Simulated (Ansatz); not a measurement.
# H2AuF6: single run (Ansatz)

Run with:

```bash
ansatz run input.yaml --threads 1 --pin off --max-ram 2560MiB --backend cpu --events-out ev --progress --plain --runs-dir out
```

Input:

```yaml
crystal:
  lattice:
    - [4.855249, 0.0, 0.0]
    - [-1.020541, 4.771783, 0.0]
    - [-0.059366, -1.001681, 4.819358]
  atoms:
    - { symbol: F, position: [0.0836, 0.7671, 0.6794] }
    - { symbol: F, position: [0.9164, 0.2329, 0.3206] }
    - { symbol: F, position: [0.3057, 0.9531, 0.2026] }
    - { symbol: F, position: [0.6943, 0.0469, 0.7974] }
    - { symbol: Au, position: [0.0, 0.0, 0.0] }
    - { symbol: H, position: [0.5392, 0.4276, 0.5536] }
    - { symbol: H, position: [0.4608, 0.5724, 0.4464] }
    - { symbol: F, position: [0.2282, 0.3219, 0.9101] }
    - { symbol: F, position: [0.7718, 0.6781, 0.0899] }
kpoints:
  mp_grid: { grid: [4, 4, 4], shift: [0.5, 0.0, 0.5] }
magnetization:
  spin_polarized: false
scf:
  occupations: { method: cold, width: 0.0413 }
hamiltonian:
  pseudopotentials: { kind: paw }
  xc: r2scan
basis:
  ecutwfc: 500
  ecutrho_ratio: 8
output:
  forces: true
  stress: true
  eigenvalues: true
```

Origin of the cell: a known structure type with other elements, at an estimated volume, so it need not be a known compound.

Output (shortened):

```
Pseudopotentials: kind: paw
Pseudopotential: F, paw, valence charge 7, recommended cutoff 500 eV (meta_gga), F.paw.azcp
Pseudopotential: Au, paw, valence charge 19, recommended cutoff 500 eV (meta_gga), Au.paw.azcp
Pseudopotential: H, paw, valence charge 1, recommended cutoff 500 eV (meta_gga), H.paw.azcp
Functional definition: r2SCAN
  exchange = r2scan_x(k0 = k0, k1 = k1, a1 = a1)
  correlation = r2scan_c
Crystal: 9 atoms, lattice volume = 111.656 Å³
Basis set: ecut = 500 eV, 2817 PW (Γ), exchange–correlation on 216×216×216 points (64 copies of the dense FFT grid, shifted against one another)
Bands: 41, of which v1, the nominal top of the filled ones, is band 32 counted from 1 (31 counted from 0)
Symmetry: 2 space group operations
[… 10 lines left out …]
Initial density: superposition of atomic densities (neutral atoms: chi_scale 0, normalization atom), corrected by the library's trained network
Functional: x = r2scan, c = r2scan; τ floored in thin density (d = 2e-4 eV/Å³)
SCF iter   1: F=—  HF=-18041.205170 eV  Δρ=1.42e-2  dr2=2.78e-1  dr2_τ=3.47e-1  defer=18
SCF iter   2: F=—  HF=-18041.260903 eV  S|Δr|=    0.00e0  Δρ=6.74e-3  dr2=7.73e-2  dr2_τ=1.22e-3  defer=144
SCF iter   3: F=—  HF=-18041.255071 eV  S|Δr|=    0.00e0  Δρ=3.68e-3  dr2=2.01e-2  dr2_τ=8.17e-4  defer=144
SCF iter   4: F=—  HF=-18041.252761 eV  S|Δr|=    0.00e0  Δρ=1.94e-3  dr2=4.78e-3  dr2_τ=9.02e-5  defer=144
SCF iter   5: F=—  HF=-18041.252368 eV  S|Δr|=    0.00e0  Δρ=1.31e-3  dr2=2.39e-3  dr2_τ=3.72e-5  defer=144
SCF iter   6: F=—  HF=-18041.252016 eV  S|Δr|=    0.00e0  Δρ=8.44e-4  dr2=8.38e-4  dr2_τ=1.77e-5  defer=144
SCF iter   7: F=—  HF=-18041.251842 eV  S|Δr|=    0.00e0  Δρ=2.93e-4  dr2=9.19e-5  dr2_τ=4.14e-6  defer=144
SCF iter   8: F=—  HF=-18041.251841 eV  S|Δr|=    0.00e0  Δρ=1.54e-4  dr2=2.45e-5  dr2_τ=7.84e-7  defer=144
SCF iter   9: F=—  HF=-18041.251839 eV  S|Δr|=    0.00e0  Δρ=8.44e-5  dr2=8.06e-6  dr2_τ=2.73e-7  defer=144
SCF iter  10: F=—  HF=-18041.251838 eV  S|Δr|=    0.00e0  Δρ=3.69e-5  dr2=1.37e-6  dr2_τ=4.89e-8  defer=144
SCF iter  11: F=-18041.251838 eV  HF=-18041.251838 eV  S|Δr|=    0.00e0  Δρ=5.19e-6  dr2=1.76e-8  dr2_τ=2.33e-9
SCF 1 converged in 11 iterations: F = -18041.251838 eV  dr2 = 1.76e-8
SCF converged after 11 iterations
Stability not checked: this state was not tested for a lower state beside it, because cold or Methfessel-Paxton smearing, or corrected tetrahedra, fill the levels in a way that the test cannot read (fill_not_monotonic; […]
Free energy (F): -18041.251838 eV
Harris-Foulkes:  -18041.251838 eV  (|F-HF|=2.35e-9)
Internal energy: -18041.255794 eV  (E = F + TS)
E sigma→0 (E₀):  -18041.253156 eV
Entropy (-TS):   0.003956 eV (0.440 meV/atom)
Fermi energy:    -0.181502 eV
--- Per-component energies (eV) ---
  E_band       = -988.774811
  E_kinetic    = 1855.344889
  E_local      = -8200.701471  (includes V_loc(G=0)·N_el)
  E_nonlocal   = 511.221340
  E_hartree    = 3282.568654
  E_xc         = -702.245599
  E_vxc        = -1016.121805  (∫ρ·V_xc dr)
  E_paw        = -10939.774155  (= ΣΔE_a)
  E_vpaw       = -776.640164  (= ΣTr[D̂ρ^β])
  E_aug_tail   = -0.000108  (compensation charges beyond the density's cutoff)
  E_vtau       = 72.988098  (kinetic-family band-sum trace: ∫τ·v_τ [+ j·A + Jᵃ·Aᵃ] dr)
  E_ewald      = -3847.304670
  E_core_change = -0.364673  (= ΣΔE_core)
  E_smearing   = 0.003956  (= −TS)
  Σ components = -18041.251838   (vs F -18041.251838, Δ=0.00e0)
--- Forces (eV/Å), atoms counted from 1 ---
  atom   1  F      0.396738    -0.411985    -0.813626
  atom   2  F     -0.396738     0.411985     0.813626
  atom   3  F      0.859355    -0.292008     0.525039
  atom   4  F     -0.859355     0.292008    -0.525039
  atom   5  Au     0.000000     0.000000     0.000000
  atom   6  H     -1.706162     2.547108    -1.689002
  atom   7  H      1.706162    -2.547108     1.689002
  atom   8  F      0.461138     0.944437    -0.266725
  atom   9  F     -0.461138    -0.944437     0.266725
  max |Σ_I F_I| component: 0.00e0 eV/Å
--- Stress (GPa, compression-positive) ---
        3.731235       1.754439      -1.733893
        1.754438       2.244958       1.453692
       -1.733892       1.453688       3.262109
  P = ⅓ Tr σ = 3.0794 GPa (30.794 kbar)
```

Caveats: no moments, though an odd count or open d shells may carry them; no spin-orbit coupling, though heavy elements are present; the k mesh is coarse if the cell is a metal.

It ran for 20 s on 1 thread of Intel(R) Xeon(R) Platinum 8559C (Emerald Rapids), with other jobs on the host, peak memory 1.3 GiB, from the program's own first density.
